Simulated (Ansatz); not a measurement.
V2GeB2 in space group P-6m2 (No. 187; V on 2h, Ge on 1a, B on 1b, B on 1f) under volume change, plane-wave PAW r²SCAN (Ansatz code), shape and atoms relaxed at each volume.

```tsv
V (Å³/atom)	E − E(relaxed) (meV/atom)	P (GPa)
9.499	[?]	[?]
9.813	28.3	15.29
10.126	6.7	7.03
10.439	0.0	0.00
10.752	6.0	-5.96
11.065	22.7	-11.01
11.378	[?]	[?]
```

Problem. Fill in the missing entries.

Solution. 
- 9.499, E − E(relaxed) (meV/atom): 67.4
- 9.499, P (GPa): 24.96
- 11.378, E − E(relaxed) (meV/atom): 48.5
- 11.378, P (GPa): -15.30

Problem. What does a third-order Birch–Murnaghan fit give for V₀, B₀ and B′?

Solution. V₀ = 10.44 Å³/atom, B₀ = 215 GPa, B′ = 4.4.

The start of the workflow was typed in or built on a structure type; neither database checked (COD, Materials Project) lists it. Its standing as an ambient phase is unchecked. The cell was relaxed with r²SCAN under the symmetry of its start; its stability against distortions is not shown here. The workflow began spin-polarised and lost its moments.

Potentials: the earlier of the program's two PAW sets. The files were generated under PBE; for other functionals the program regenerates the frozen cores, and for LDA and PBEsol the local potential too.
